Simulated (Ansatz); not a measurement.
CsLiCr2Te2S3 and the effect of the dispersion correction

The cell as given:

```xyz
18
Lattice="3.6747 -0.0002 -0.0015 0.0007 6.2585 0.0027 0.0997 0.0151 18.8784" Properties=species:S:1:pos:R:3 pbc="T T T"
Cs    0.0873    6.2463   11.5116
Cs    1.9241    3.1114   12.0331
Li    1.9273    5.2275   18.6069
Li    3.7643    2.1113   18.5971
Cr    3.6657    0.0061    2.5383
Cr    1.8288    3.1327    2.5418
Cr    0.0887    4.2020   15.6893
Cr    1.9257    1.0600   15.7329
Te    0.0843    3.7384    8.7368
Te    1.9221    1.4273    8.5818
Te    1.8297    5.2398    4.3014
Te    3.6670    2.1091    4.3007
S     3.7641    6.2706   16.9998
S     1.9264    3.1716   16.9772
S     3.6659    4.1699    1.3573
S     1.8281    1.0434    1.3514
S     1.9258    5.2728   14.4419
S     0.0880    2.0646   14.4953
```

The cell comes from a database or a generator and needn't be the stable form of this composition.

Kept alike: task relaxation of cell and atoms; functional PBE; k mesh 5 × 3 × 1; occupations fermi-dirac, width 0.05 eV; collinear spin, ferromagnetic start. Program: Ansatz, Ansatz PAW, cutoff 420 eV. The mesh is that of the run's cell of 18 atoms. No spin-orbit coupling.

| dispersion correction | volume (Å³/atom) | first edge of the run's cell (Å) | third edge of the run's cell (Å) |
| --- | --- | --- | --- |
| D3(BJ) | 22.322 | 3.635 | 17.811 |
| D3(BJ)-ATM | 22.465 | 3.640 | 17.871 |
| D4 | 22.099 | 3.625 | 17.747 |

For a metal such a mesh leaves the last digits unconverged. Relaxations stop with a little pressure left, so the last digits of a volume or edge aren't settled. The runs hold the magnetic state that their start led to, which needn't be the lowest.

The volume runs from 22.099 (D4) to 22.465 Å³/atom (D3(BJ)-ATM). The first edge of the run's cell runs from 3.625 (D4) to 3.640 Å (D3(BJ)-ATM). The third edge of the run's cell runs from 17.747 (D4) to 17.871 Å (D3(BJ)-ATM).
